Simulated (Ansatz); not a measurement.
Cs2NaBiF6:
```cif
data_BiCs2F6Na
_chemical_formula_sum 'Cs2 Na1 Bi1 F6'
_space_group_name_H-M_alt 'P 1'
_space_group_IT_number 1
_cell_length_a 6.31275
_cell_length_b 6.31275
_cell_length_c 6.31275
_cell_angle_alpha 60.000
_cell_angle_beta 60.000
_cell_angle_gamma 60.000
loop_
_space_group_symop_operation_xyz
  'x, y, z'
loop_
_atom_site_label
_atom_site_type_symbol
_atom_site_fract_x
_atom_site_fract_y
_atom_site_fract_z
_atom_site_occupancy
Cs1 Cs 0.25000 0.25000 0.25000 1
Cs2 Cs 0.75000 0.75000 0.75000 1
Na1 Na 0.50000 0.50000 0.50000 1
Bi1 Bi 0.00000 0.00000 0.00000 1
F1 F 0.25050 0.25050 0.74950 1
F2 F 0.74950 0.74950 0.25050 1
F3 F 0.74950 0.25050 0.25050 1
F4 F 0.25050 0.74950 0.74950 1
F5 F 0.25050 0.74950 0.25050 1
F6 F 0.74950 0.25050 0.74950 1
```

This is the LDA-relaxed structure.

Problem. All from plane-wave PAW LDA (Ansatz code), unless another level is named. Predict the Young's modulus.

Solution. 56.1 GPa.

Problem. And the elastic constants (relaxed ions, GPa)?

Solution. C11 = 83.3, C12 = 25.3, C44 = 17.9.

Problem. Next, the highest zone-centre frequency (without LO–TO term)?

Solution. 472 cm⁻¹.

Space group Fm-3m. The first step of the workflow began from a Materials Project structure, measured or hypothetical; the Crystallography Open Database files this formula in space group No. 225, but the cells were not matched. Its standing as an ambient phase is unchecked. The LDA relaxation kept the symmetry of its start; of distortions, only those at the zone centre were tested. Spin–orbit coupling is left out wherever it is not named.

Potentials: the later of the program's two PAW sets.
